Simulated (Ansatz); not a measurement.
InSb:
```xyz
2
Lattice="0.0000 3.2780 3.2780 3.2780 0.0000 3.2780 3.2780 3.2780 0.0000" Properties=species:S:1:pos:R:3 pbc="T T T"
Sb     4.9170     4.9170     4.9170
In     0.0000     0.0000     0.0000
```

Relaxed with r²SCAN.

Question: Tabulate the valence density and the electron localisation function along the shortest Sb–In contact (2.84 Å), DFT-r²SCAN in the program Ansatz with PAW potentials.

Answer: 

| distance from Sb (Å) | density (e/Å³) | ELF |
|---|---|---|
| 0.28 | 14.37 | 0.00 |
| 0.43 | 8.03 | 0.02 |
| 0.57 | 3.79 | 0.09 |
| 0.71 | 1.73 | 0.22 |
| 0.85 | 0.93 | 0.33 |
| 0.99 | 0.62 | 0.43 |
| 1.14 | 0.48 | 0.56 |
| 1.28 | 0.39 | 0.68 |
| 1.42 | 0.35 | 0.65 |
| 1.56 | 0.35 | 0.45 |
| 1.70 | 0.40 | 0.27 |
| 1.85 | 0.55 | 0.22 |
| 1.99 | 0.98 | 0.24 |
| 2.13 | 1.98 | 0.20 |
| 2.27 | 3.79 | 0.10 |
| 2.41 | 6.40 | 0.03 |
| 2.56 | 9.44 | 0.00 |

The density is the valence pseudo-density with augmentation charge, so density and ELF within about 1 Å of a nucleus are not all-electron values.

Space group F-43m (zinc blende). The r²SCAN relaxation kept the symmetry of its start. Spin–orbit coupling is left out wherever it is not named.

Potentials: the later of the program's two PAW sets.
